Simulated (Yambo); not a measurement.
A G0W0@PBEsol run in Yambo for CaHI (space group P4/nmm, No. 129) (4×4×1 Γ-centred k mesh, 310 bands and a 6 Ry block in the screening, 310 bands in G with the Bruneval-Gonze terminator, plasmon pole fitted at 27.2 eV) gives these matrix elements, in eV, at the band edges (Γ → M):

```
state               E0    <Vxc>     <Σx>  <Σc(E0)>      Z
---------------  -----  -------  -------  --------  -----
valence edge     0.000  -11.473  -14.012     1.427  0.810
conduction edge  3.131   -9.297   -4.736    -3.742  0.825
```

### Question
Solve the linearised quasiparticle equation for both states, give the gap, and say how exchange and correlation each act on it.

### Answer
E = E0 + Z(Σx + Σc − Vxc). Valence: 0.000 + 0.810 × (-14.012 + (1.427) − (-11.473)) = -0.90 eV. Conduction: 3.131 + 0.825 × (-4.736 + (-3.742) − (-9.297)) = 3.81 eV. The gap is 4.71 eV, against 3.13 eV in PBEsol. Replacing Vxc by bare exchange alone would open it by 7.10 eV; correlation takes back 5.17 eV of that, and Z scales what is left. Nearest settings tried, and what they do to the gap: 200 bands in G: +3 meV; 200 bands in W, 200 bands in G: +14 meV; 5 Ry block (183 vectors against 229): -43 meV; 2×2×1 mesh: -68 meV. So the settings aren't converged at that level. The k mesh is coarse. The mesh misses a band edge: along a dense path the PBEsol gap is 2.73 eV against 3.13 eV on the mesh. 

Spin-orbit coupling is included.

Geometry relaxed with PBE+D3(BJ); primitive cell a = 3.9797 Å, b = 3.9797 Å, c = 8.5909 Å, α = 90.00°, β = 90.00°, γ = 90.00°.
